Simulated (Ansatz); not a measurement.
# BiAu (rocksalt structure)

The computed numbers are results of PBE, scalar-relativistic (no spin polarisation) in the plane-wave PAW code Ansatz at 420 eV, Γ-centred 10×10×10 mesh, 0.05 eV Gaussian smearing. The datasets are Ansatz's generated set soft_2.

```
Au Bi
1.0
     0.00000    2.96974    2.96974
     2.96974    0.00000    2.96974
     2.96974    2.96974    0.00000
Au Bi
1 1
Cartesian
  2.9697 2.9697 2.9697
  0.0000 0.0000 0.0000
```

The start was a prototype's sites filled with these elements, not a measured cell.

The cell is relaxed to zero pressure at this level.

Path: Γ–X–U | K–Γ–L–W–X, with Γ = (0.000, 0.000, 0.000), X = (0.500, 0.000, 0.500), U = (0.625, 0.250, 0.625), K = (0.375, 0.375, 0.750), L = (0.500, 0.500, 0.500), W = (0.500, 0.250, 0.750) in reciprocal vectors of the calculation's cell.

Task: Is it a metal or an insulator, and if it has a gap, where are the band edges on this path?

Result: A metal: bands cross the Fermi level.

Levels between -3 and 5 eV from the Fermi level at the path's named points:
```tsv
point	below E_F (eV)	above E_F (eV)
Γ		0.76 0.99 0.99 0.99
X	-1.34 -1.34 -1.32	
U and K	-2.77 -0.02	1.64
L		2.86 2.86 3.23
W	-2.37 -2.37	4.47
```

Scalar-relativistic only: spin–orbit splittings of the heavy atoms' levels are missing.
